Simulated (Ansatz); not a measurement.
SnC₃, ordered on the diamond lattice (R3m) with 4 atoms a cell, relaxed with r2SCAN, was run in Ansatz 0.2.0 under altered settings. All numbers are computed, without spin polarisation but where a row says otherwise.

```
CELL_PARAMETERS angstrom
1.56695 0.90468 5.17135
-1.56695 0.90468 5.17135
0.00000 -1.80936 5.17135
ATOMIC_POSITIONS crystal
C 0.01426 0.01426 0.01426
C 0.47755 0.47755 0.47755
C 0.38333 0.38333 0.38333
Sn 0.87486 0.87486 0.87486
```

The base run's other keys:
```yaml
kpoints:
  mp_grid: { grid: [4, 4, 4] }
hamiltonian:
  xc: hse06
scf:
  occupations: { method: fermi_dirac, width: 0.02 }
  n_extra_bands: 5
```

It takes 29 iterations with 845 plane waves at 420 eV and 13 k points, and leaves a mean stress of -4.36 GPa. The gap over this mesh is 0.649 eV. It ran on 4 threads of Arm Neoverse N1, with other jobs on the host.

Outcomes, with energy and stress as changes against the base:
```csv
setting,outcome,ΔF (meV/atom),Δ mean stress (GPa),gap on the mesh (eV),iterations,wall time
hamiltonian.xc: hiss,refused,–,–,–,–,2.3 s
scf.exx.singularity: none,converged,-1.9,-0.1,0.654,28,17 s
basis.xc_grid: 3,converged,0.0,0.0,0.649,27,18 s
```
A dash marks a value that wasn't obtained or can't be compared. Stress is positive in compression. The base took 18 s.

- hamiltonian.xc: hiss. The input is refused before any iteration. Error: inconsistent input (scf.exx.singularity, hamiltonian.xc): left to auto with a screened hybrid — auto would keep the own limit of the kernel of several ranges that all end (none), and with it the interaction's periodic images, which move energies and levels by what the mesh and the cell leave; type `singularity […]
- scf.exx.singularity: none. The free energy moves by -1.9 meV an atom, the mean stress by -0.1 GPa and the gap on the mesh by +0.005 eV (to 0.654). The result is sensitive to this setting.

Within 1 meV an atom, 0.1 GPa and 0.005 eV of the base stay: basis.xc_grid: 3.

No spin-orbit coupling is included; it can move band edges with weight on the heavy atoms by tenths of an eV.

The stress of a hybrid is loosely converged in these runs.

The meshes of the hybrids are coarse, so their gaps aren't converged to the digits shown.
